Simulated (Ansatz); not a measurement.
V3O5:
```xyz
16
Lattice="4.9835 2.4556 0.0000 -4.9835 2.4556 0.0000 -2.6548 0.0000 6.4931" Properties=species:S:1:pos:R:3 pbc="T T T"
V     -5.6154     2.4872     4.6626
V      2.9606     2.4240     1.8305
V      1.6332     2.4872     5.0770
V     -4.2880     2.4240     1.4161
V     -1.3274     2.4556     3.2465
V      0.0000     2.4556     0.0000
O      0.1627     1.7165     4.3001
O     -2.8174     3.1947     2.1930
O     -4.1448     1.7165     5.4395
O      1.4900     3.1947     1.0536
O     -0.9689     4.1369     0.3587
O     -1.6858     0.7743     6.1343
O     -0.3584     4.1369     2.8878
O     -2.2963     0.7743     3.6053
O     -1.9911     3.4052     4.8698
O     -0.6637     1.5060     1.6233
```
The run is spin-polarised; directions of the spins, atom by atom: ↑ ↑ ↑ ↑ ↑ ↑ 0 0 0 0 0 0 0 0 0 0.

This is the PBEsol-relaxed structure.

### Question
All from PBEsol in the plane-wave PAW code Ansatz, unless another level is named. Predict the electronic character.

### Answer
metallic (no gap).

### Question
And the formation energy from the elements (no fitted shifts)?

### Answer
-2342 meV/atom.

### Question
Next, the density of states at the Fermi level?

### Answer
0.63 states/eV per atom (mean over ±0.08 eV).

Space group C2/c. The workflow started from a Materials Project entry (that database holds measured and hypothetical structures alike); the Crystallography Open Database files this formula in space group No. 15, but the cells were not matched. Its standing as an ambient phase is unchecked. Symmetry was held in the PBEsol relaxation; its stability against distortions is not shown here. Magnetic state: ferromagnetic, chosen from 3 collinear starts compared on coarse meshes (ties went to the first, and starts can fall back to one state), not a proven ground state. No Hubbard U is applied. The compound may be a true metal, but semilocal functionals without U, or a wrong spin order, can also close a gap. The references are the lowest solids computed at this level, not always the standard phases (solids in place of the gases).

Potentials: the later of the program's two PAW sets.
